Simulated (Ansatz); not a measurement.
Relaxed-ion elastic tensor of TaS2 in space group P6_3/mmc (No. 194; Ta on 2b, S on 4f) in GPa (Voigt order), LDA (plane waves, PAW; program Ansatz); density 7.61 g/cm³, 17.83 Å³ per atom.

```
 216  67.5  10.0   0.0   0.0   0.0
67.5   216  10.0   0.0   0.0   0.0
10.0  10.0  56.5   0.0   0.0   0.0
 0.0   0.0   0.0  20.9   0.0   0.0
 0.0   0.0   0.0   0.0  20.9   0.0
 0.0   0.0   0.0   0.0   0.0  74.1
```

### Question
Is the crystal mechanically stable?

### Answer
Yes: the smallest eigenvalue of C is 20.9 GPa.

### Question
Work out the Voigt, Reuss and Hill averages.

### Answer
K_V = 73.7, K_R = 44.4, K_H = 59.0; G_V = 49.9, G_R = 33.2, G_H = 41.5 GPa.

### Question
Give Young's modulus, Poisson's ratio, Pugh's ratio and the universal anisotropy index.

### Answer
E = 9KG/(3K + G) = 101 GPa; ν = 0.21; K/G = 1.42 (brittle by the Pugh limit of 1.75); A_U = 5G_V/G_R + K_V/K_R − 6 = 3.17.

### Question
Estimate the sound speeds and the Debye temperature.

### Answer
v_l = √((K + 4G/3)/ρ) = 3880 m/s, v_t = √(G/ρ) = 2340 m/s, mean 2580 m/s; Θ = (h/k)(3n/4πV)^(1/3) v_m = 294 K.

### Question
Solve the Christoffel equation for the three sound speeds along x, y, z.

### Answer
Eigenvalues of C_ijkl n_j n_l equal ρv². In km/s, slowest first: x 1.66, 3.12, 5.33; y 1.66, 3.12, 5.33; z 1.66, 1.66, 2.73.

### Question
How much does each axis shrink under pressure?

### Answer
Linear compressibilities β_i = Σ_j S_ij (j = 1 to 3): x 2.9, y 2.9, z 17 per TPa.

The first step of the workflow began from a Materials Project structure, measured or hypothetical; the Crystallography Open Database files this formula in space group No. 194, but the cells were not matched. It is not the phase usual at ambient conditions (space group No. 164). The cell was relaxed with LDA under the symmetry of its start; whether a distortion lowers the energy is not shown. No spin polarisation was allowed. A crystal of weakly bound layers computed without a dispersion correction: the cell and the soft elastic constants depend strongly on that. As this level gives no gap, shear constants depend on the k-mesh and smearing (Fermi–Dirac, 0.1 eV here). Scalar-relativistic: spin–orbit coupling is off unless named, which matters more the heavier the elements.

Potentials: the later of the program's two PAW sets.
